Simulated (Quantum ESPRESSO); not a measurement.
```cif
data_Ca4Cu2Li2N4
_chemical_formula_sum 'Li2 N4 Ca4 Cu2'
_space_group_name_H-M_alt 'P 1'
_space_group_IT_number 1
_cell_length_a 5.30352
_cell_length_b 5.30352
_cell_length_c 6.62918
_cell_angle_alpha 90.000
_cell_angle_beta 90.000
_cell_angle_gamma 90.000
loop_
_space_group_symop_operation_xyz
  'x, y, z'
loop_
_atom_site_label
_atom_site_type_symbol
_atom_site_fract_x
_atom_site_fract_y
_atom_site_fract_z
_atom_site_occupancy
Li1 Li 0.50000 0.50000 0.50000 1
Li2 Li 0.00000 0.00000 0.00000 1
N1 N 0.24816 0.75184 0.50000 1
N2 N 0.75184 0.24816 0.50000 1
N3 N 0.74816 0.74816 0.00000 1
N4 N 0.25184 0.25184 0.00000 1
Ca1 Ca 0.00000 0.50000 0.25000 1
Ca2 Ca 0.00000 0.50000 0.75000 1
Ca3 Ca 0.50000 0.00000 0.25000 1
Ca4 Ca 0.50000 0.00000 0.75000 1
Cu1 Cu 0.50000 0.50000 0.00000 1
Cu2 Cu 0.00000 0.00000 0.50000 1
```

The geometry is that of Materials Project entry mp-1222411, symmetrised and not relaxed again.

**Question.** What does norm-conserving PBEsol (Quantum ESPRESSO, 92 Ry, scalar-relativistic) give for the electronic structure near the Fermi level?

**Answer.** The PBEsol gap is direct, 0.97 eV at Γ. Another valence extremum on the path lies within 0.02 eV, too close to call. The filled Cu 3d shell has no Hubbard U; semilocal functionals place it too high.

The structure is a Materials Project entry; no match was found in the copy of COD used, and its stability was not checked.
